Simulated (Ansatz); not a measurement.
## Sc3Al: do energies and stresses tell the same story?

Method: DFT PBEsol, scalar-relativistic, plane waves, PAW (Ansatz).

Plane waves to 420 eV, a k mesh through Γ of 6×6×8 on the computed 8-atom cell and Gaussian smearing (0.10 eV); no spin polarisation.

Relaxed cell: P6_3/mmc, a = 6.237 Å, b = 6.237 Å, c = 4.978 Å, α = 90.00°, β = 90.00°, γ = 120.00°, 8 atoms in the primitive cell. Whether it is the stable form of this composition wasn't checked.

Energies at zero smearing and pressures from the stress tensor, at volumes with shape and atoms relaxed:
```tsv
V (Å³/atom)	E − E(first) (meV/atom)	P (GPa)
18.446	0.00	10.87
19.074	-35.89	7.58
19.703	-59.67	4.70
20.332	-72.88	2.19
20.961	-76.91	-0.01
21.590	-72.84	-1.93
22.218	-61.69	-3.59
23.057	-37.48	-5.49
```

Problem. Check P = −dE/dV between neighbouring volumes, and get the bulk modulus from the pressures alone.

Solution. With 1 eV/Å³ = 160.2 GPa:
```
middle V (Å³/atom)  −ΔE/ΔV (GPa) mean P (GPa)
            18.760         9.144         9.226
            19.389         6.060         6.140
            20.018         3.365         3.448
            20.646         1.027         1.093
            21.275        -1.037        -0.967
            21.904        -2.839        -2.760
            22.638        -4.628        -4.543
```

The two differ by 0.09 GPa at most. The mean of two end pressures misses the average over a step by about ΔV² P″/12, up to 0.04 GPa here; with that taken off 0.06 GPa remains. The stress is the derivative of the free energy, not of the energy at zero smearing, and with free energies 0.00 GPa remains. Around V = 20.961 Å³/atom, the two neighbours give B = −V ΔP/ΔV = 20.961 × 4.12 / 1.258 = 68.7 GPa, against B0 = 68.5 GPa from the Birch–Murnaghan fit of the energies.

A ferromagnetic start lost its moments in a first run, so spin was left out; other magnetic orders weren't tried.